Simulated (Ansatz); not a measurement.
MoS$_{2}$:
```
MoS2
1.0
    3.17714     0.00000     0.00000
   -1.58857     2.75148     0.00000
    0.00000     0.00000    12.58084
Mo S
2 4
Direct
  0.00000   0.00000   0.25000
  0.00000   0.00000   0.75000
  0.33333   0.66667   0.37335
  0.66667   0.33333   0.62665
  0.66667   0.33333   0.87335
  0.33333   0.66667   0.12665
```

x, y and z are the axes in which the lattice vectors are written.

Task: Give the high-frequency dielectric tensor and the Born effective charge tensors of the independent atoms from DFPT, plane-wave PAW r²SCAN+D4 (Ansatz code).

Result: 
ε∞:
```
14.6  0.00  0.00
0.00  14.6  0.00
0.00  0.00  5.48
```
Z* of atom 1 (Mo), rows: field, columns: displacement, in e:
```
-0.86   0.00   0.00
 0.00  -0.86   0.00
 0.00   0.00  -0.40
```
Z* of atom 3 (S), rows: field, columns: displacement, in e:
```
0.43  0.00  0.00
0.00  0.43  0.00
0.00  0.00  0.20
```

Static charges for comparison (Bader): Mo1 +1.32, S3 -0.66 e. Born charges measure polarisation by displacement and can exceed these by far.

Space group P6_3/mmc. The first step of the workflow began from a Materials Project structure, measured or hypothetical. Its sites differ from those of the usual phase in this space group: another stacking or structure type. The cell was relaxed with r²SCAN+D4 under the symmetry of its start; its stability against distortions is not shown here. No spin polarisation was allowed. Scalar-relativistic: spin–orbit coupling is off unless named, which matters more the heavier the elements.

Potentials: the earlier of the program's two PAW sets. The files were generated under PBE; for other functionals the program regenerates the frozen cores, and for LDA and PBEsol the local potential too.
